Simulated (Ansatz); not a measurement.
Relaxed candidate structures of BW2:

A. P4₂/mnm (No. 136), tP6, AFLOW prototype A2B_tP6_136_f_a (C4, as in TiO2); a = b = 5.080 Å, c = 3.070 Å, α = β = γ = 90.00°; B 2a (0.000, 0.000, 0.000); W 4g (0.206, 0.206, 0.500)

B. I4/mcm (No. 140), tI12; a = 5.5369 Å, b = 5.5369 Å, c = 4.7499 Å, α = 90.00°, β = 90.00°, γ = 90.00°; B 4a (0.000, 0.000, 0.250); W 8h (0.170, 0.330, 0.000)

C. Cmcm (No. 63), oS24; a = 3.031 Å, b = 9.875 Å, c = 10.482 Å, α = 90.00°, β = 90.00°, γ = 90.00°; W 4c (0.000, 0.530, 0.250); W 4a (0.000, 0.000, 0.000); W 8f (0.000, 0.281, 0.122); B 8f (0.000, 0.640, 0.071)

### Question
Put the candidates in order of energy per atom, lowest first, for PBEsol (plane waves to 420 eV, PAW, scalar-relativistic; Ansatz, an electronic-structure program).

### Answer
B (reference, the lowest of the structures calculated here), C (+0.37 eV/atom), A (+0.42 eV/atom)

Each run could gain symmetry but not lose that of its start, so entries can be saddle points. From databases, or of a type measured for this composition: I4/mcm, tI12; the others are generated cells (placed on structure types, drawn at random, substituted or restacked) that were not matched to a known phase here. Static energies at zero pressure. No spin polarisation in the result.
